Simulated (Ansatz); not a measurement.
Relaxed candidate structures of BAs:

A. I4/mmm (No. 139), tI16; a = b = 6.043 Å, c = 5.422 Å, α = β = γ = 90.00°; As 8f (0.250, 0.250, 0.250); B 4c (0.000, 0.500, 0.000); B 4e (0.000, 0.000, 0.156)

B. R-3m, hexagonal axes (No. 166), hR4; a = b = 3.383 Å, c = 16.610 Å, α = β = 90.00°, γ = 120.00°; B 6c (0.000, 0.000, 0.448); As 6c (0.000, 0.000, 0.073)

C. P6₃mc (No. 186), hP8, AFLOW prototype AB_hP8_186_ab_ab (B5, as in SiC); a = b = 3.3621 Å, c = 11.0550 Å, α = β = 90.00°, γ = 120.00°; B 2a (0.000, 0.000, 0.499); B 2b (0.333, 0.667, 0.251); As 2a (0.000, 0.000, 0.313); As 2b (0.333, 0.667, 0.062)

D. Pm-3m (No. 221), cP2, CsCl type; a = 2.898 Å, b = 2.898 Å, c = 2.898 Å, α = 90.00°, β = 90.00°, γ = 90.00°; B 1a (0.000, 0.000, 0.000); As 1b (0.500, 0.500, 0.500)

Task: Order them by energy per atom (lowest first) at the level PBEsol (plane waves to 420 eV, PAW, scalar-relativistic; Ansatz, a quantum-chemistry and plane-wave program).

Result: C (reference), B (+52 meV/atom), A (+1.04 eV/atom), D (+1.48 eV/atom)

The lowest structure calculated, F-43m, cF8, zinc blende type, is not among these; it lies under 0.01 eV/atom below the lowest of them.  4 generated cells of layers, chains or molecules, poorly bound without dispersion, are left out. Each run could gain symmetry but not lose that of its start, so entries can be saddle points. All of these are generated cells (placed on structure types, drawn at random, substituted or restacked) that were not matched to a known phase here. Static energies at zero pressure. Each cell has its own k-point mesh; energy differences are given only to the digits this allows. No spin polarisation in the result.
